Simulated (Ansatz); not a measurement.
# Structure relaxation, Te

The start is a generated cell, Te built in the AFLOW prototype A_tI2_139_a (A_a). The cell and all atomic positions are relaxed at zero pressure with PBEsol (plane waves to 420 eV, PAW, scalar-relativistic; Ansatz, a quantum-chemistry and plane-wave program). The first steps use a coarse 9×9×9 k-mesh.

Starting cell:
```
CELL_PARAMETERS angstrom
     -2.08170     2.08170     1.71428
      2.08170    -2.08170     1.71428
      2.08170     2.08170    -1.71428
ATOMIC_POSITIONS crystal
  Te 0.00000 0.00000 0.00000
```

```yaml
initial_pressure: "-4 GPa (negative: the cell is under tension)"
energy_released: 0.10 eV/atom
volume_change: -9.2 %, from 29.72 to 26.99 Å³/atom
Shortest distances (start → end): "The closest pairs of elements (up to four, under 3.6 Å), start → end: Te–Te 3.41 → 3.27 Å"
band_gap_at_the_end: no gap (metallic)
optimiser_moves: 8
```

Relaxed structure:

```cif
data_Te2
_chemical_formula_sum 'Te2'
_space_group_name_H-M_alt 'Im-3m'
_space_group_IT_number 229
_space_group_name_Hall '-I 4 2 3'
_cell_length_a 3.77951
_cell_length_b 3.77951
_cell_length_c 3.77951
_cell_angle_alpha 90.000
_cell_angle_beta 90.000
_cell_angle_gamma 90.000
loop_
_atom_site_label
_atom_site_type_symbol
_atom_site_symmetry_multiplicity
_atom_site_Wyckoff_symbol
_atom_site_fract_x
_atom_site_fract_y
_atom_site_fract_z
_atom_site_occupancy
Te1 Te 2 a 0.00000 0.00000 0.00000 1
```
(The calculation used a cell of 1 atom; values per cell refer to that cell.)

Final values are on a 17×17×17 k-mesh of the relaxed cell. No spin polarisation in the result.

The run could not lower the symmetry of its start; a shaken copy of this end point relaxes with PBEsol to Pm-3m (No. 221), 0.21 eV/atom lower.

The relaxed structure here is a generated cell of Te: the first start was made by placing the elements on the sites of a structure type, and the end was not matched to a known phase here, so it may be hypothetical. Known forms of Te include space group No. 152.
